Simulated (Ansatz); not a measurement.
Screening note. Bulk modulus and its pressure derivative give the pressure that a small compression needs; a soft, simple solid makes a sensitive pressure gauge, a stiff one a good anvil or seat.

The reference row is MgO. Hydrostatic compression by 3 % of the volume (V₀/V = 1.0309), no change of phase.

Methods, by column (Ansatz, a plane-wave PAW program): B₀, B₀′: r²SCAN, Birch–Murnaghan fit of energy against volume; volume per atom: r²SCAN, relaxed cell. The D4 dispersion term is added in values of the rows Tl2SnCl6 (Fm-3m, cF36).

Runs started from generated or typed cells of the structure named: MgO. Whether these are the forms stable at ambient conditions was not checked: ZrZn (CsCl type); Tl2SnCl6 (Fm-3m, cF36); LaPb3 (Cu3Au type); KNi2In9 (P6/mmm, hP12); YGa (Cmcm, oS8). No claim is made that these are known or stable phases: Rh5Si3 (Pbam, oP16). Run without spin polarisation: KNi2In9 (P6/mmm, hP12). Spin–orbit coupling is left out unless named.

Working rules: linear estimate = B₀ × compression; P = (B₀/B₀′)[(V₀/V)^B₀′ − 1]; modulus under load = B₀ + B₀′P; relative pressure = P/P_ref.

| crystal | B₀ (GPa) | B₀′ | V (Å³/atom) | linear estimate (GPa) | Murnaghan pressure (GPa) | modulus there (GPa) | pressure (relative) |
|---|---|---|---|---|---|---|---|
| ZrZn (CsCl type) | 114 | 4.2 | 18.35 | 3.4 | 3.701 | 130 | 0.99 |
| Tl2SnCl6 (Fm-3m, cF36) | 21.0 | 6.0 | 27.19 | 0.63 | 0.7011 | 25.2 | 0.130 |
| LaPb3 (Cu3Au type) | 52.0 | 4.5 | 30.30 | 1.6 | 1.696 | 59.6 | 0.31 |
| KNi2In9 (P6/mmm, hP12) | 50.5 | 5.3 | 23.92 | 1.5 | 1.668 | 59.3 | 0.31 |
| Rh5Si3 (Pbam, oP16) | 199 | 5.1 | 13.21 | 6.0 | 6.551 | 232 | 1.21 |
| MgO (rock salt), reference | 167 | 4.1 | 9.29 | 5.0 | 5.413 | 189 | 1.00 |
| YGa (Cmcm, oS8) | 71.5 | 4.1 | 23.91 | 2.1 | 2.317 | 81.0 | 0.43 |

Task: One entry in the column «pressure (relative)» was worked out wrongly. Which, and what should it be?

Result: The row of ZrZn (CsCl type) shows 0.99. From its own inputs, relative pressure: 3.701/5.413 = 0.68. The other rows agree with the rules.

With the correction: By relative pressure (highest first): Rh5Si3 (Pbam, oP16) (1.21 ± 0.061), MgO (1.00 ± 0.050), ZrZn (CsCl type) (0.68 ± 0.034), YGa (Cmcm, oS8) (0.43 ± 0.022), LaPb3 (Cu3Au type) (0.31 ± 0.016) ≈ KNi2In9 (P6/mmm, hP12) (0.31 ± 0.016), Tl2SnCl6 (Fm-3m, cF36) (0.130 ± 0.0065). The ± follows from allowances picked for this note (B₀ 5 %, B₀′ 0.4), carried to first order and added in quadrature, each row's own inputs moving alone; ≈ joins neighbours closer than their two ± added in quadrature.

B₀′ is the least certain number of such a fit, often by half a unit. Where several phases of a formula are at hand, those over 0.1 eV/atom above the lowest were not drawn (by r²SCAN where it compared them, else by the largest value; a layered or molecular lowest phase counts only with a dispersion term); other phases could lie lower still. Rows were sampled with a lean to familiar crystals, related or not, whatever their agreement with measurement; tables with many equal figures were not kept. Limits of the draw: no layered crystals, B₀′ of 2 to 8; no unfamiliar magnets, and cubic perovskites only if shown or known to be stable. As a rule kept out of such tables: 4f compounds, open-shell compounds run without a Hubbard term, cells found unstable in the tests at hand, cells close to a higher symmetry, and runs set to a pressure or over 12 % in volume from the crystal's fullest run.
